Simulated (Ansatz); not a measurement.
Input:

BN:
```yaml
crystal:
  lattice:
    - [0.00000, 1.78992, 1.78992]
    - [1.78992, 0.00000, 1.78992]
    - [1.78992, 1.78992, 0.00000]
  atoms:
    - { symbol: B, position: [0.00000, 0.00000, 0.00000] }
    - { symbol: N, position: [0.25000, 0.25000, 0.25000] }
```

This is the LDA-relaxed structure. Tensor components refer to the Cartesian frame of this cell.

Question: All from DFT-LDA in the program Ansatz with PAW potentials, unless another level is named. Predict the piezoelectric stress constants (proper, relaxed ions, C/m²).

Answer: e14 = e25 = e36 = -0.73.

Question: What about the zero-point energy?

Answer: 160.7 meV/atom.

Question: Predict the bulk modulus (Birch–Murnaghan fit).

Answer: 401 GPa.

Question: And the vibrational entropy at 300 K?

Answer: 3.3 J/(K·mol of atoms).

Space group F-43m (zinc blende). The LDA relaxation kept the symmetry of its start; phonons on a q-mesh show no instability.

Potentials: the earlier of the program's two PAW sets.
